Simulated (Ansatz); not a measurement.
The start is a randomly generated symmetric cell of FeB4 (space group No. 30). The cell and all atomic positions are relaxed at zero pressure with PBEsol (plane waves to 420 eV, PAW, scalar-relativistic; Ansatz, a first-principles code). The first steps use a coarse 8×3×8 k-mesh.

Input geometry:
```yaml
crystal:
  lattice:
    - [2.92266, 0.00000, 0.00000]
    - [0.00000, 9.54320, 0.00000]
    - [0.00000, 0.00000, 3.00379]
  atoms:
    - { symbol: B, position: [0.49251, 0.25602, 0.31481] }
    - { symbol: B, position: [0.50749, 0.74398, 0.31481] }
    - { symbol: B, position: [0.49251, 0.24398, 0.81481] }
    - { symbol: B, position: [0.50749, 0.75602, 0.81481] }
    - { symbol: B, position: [0.08985, 0.31415, 0.99396] }
    - { symbol: B, position: [0.91015, 0.68585, 0.99396] }
    - { symbol: B, position: [0.08985, 0.18585, 0.49396] }
    - { symbol: B, position: [0.91015, 0.81415, 0.49396] }
    - { symbol: Fe, position: [0.50000, 0.00000, 0.78633] }
    - { symbol: Fe, position: [0.50000, 0.50000, 0.28633] }
```
Spin-polarised start, with parallel moments on Fe.

### Question
Which atoms feel the largest initial force, and how large is it?

### Answer
About 8.2 eV/Å, on B5, B6, B7, B8 (atoms numbered as listed).

### Question
Does the structure survive the relaxation? Give the final space group.

### Answer
The space group goes from Pnc2 (No. 30) to Cmmm (No. 65), with 5 atoms in the primitive magnetic cell.

### Question
How much energy is released per atom?

### Answer
1.16 eV/atom.

### Question
How does the volume per atom move from start to end?

### Answer
-21.4 %, from 8.38 to 6.59 Å³/atom.

### Question
How do the shortest distances between atoms change?

### Answer
The closest pairs of elements (up to four, under 3.6 Å), start → end: B–B 1.46 → 1.76 Å; B–Fe 2.31 → 2.07 Å; Fe–Fe 2.92 → 2.83 Å.

### Question
Is the relaxed structure metallic? Give its gap.

### Answer
No gap (metallic).

### Question
What magnetic moments remain?

### Answer
Net 0.02 μB/atom, non-magnetic.

### Question
What does it relax into? Give the structure.

### Answer

```cif
data_B8Fe2
_chemical_formula_sum 'B8 Fe2'
_space_group_name_H-M_alt 'Cmmm'
_space_group_IT_number 65
_space_group_name_Hall '-C 2 2'
_cell_length_a 3.75408
_cell_length_b 6.19968
_cell_length_c 2.83060
_cell_angle_alpha 90.000
_cell_angle_beta 90.000
_cell_angle_gamma 90.000
loop_
_atom_site_label
_atom_site_type_symbol
_atom_site_symmetry_multiplicity
_atom_site_Wyckoff_symbol
_atom_site_fract_x
_atom_site_fract_y
_atom_site_fract_z
_atom_site_occupancy
B1 B 4 j 0.50000 0.35807 0.50000 1
B2 B 4 e 0.25000 0.25000 0.00000 1
Fe1 Fe 2 c 0.00000 0.50000 0.50000 1
```
(The calculation used a cell of 5 atoms; values per cell refer to that cell.)

Final values are on a 13×13×14 k-mesh of the relaxed cell. No spin polarisation in the result: the starting moments vanished. A magnetic state may lie lower.

The run could not lose the symmetry of its start: the end is stationary, and may be a saddle point rather than a minimum.

The relaxed structure here is a generated cell of FeB4: the first start was made by a random draw of sites in a space group, and the end was not matched to a known phase here, so it may be hypothetical.
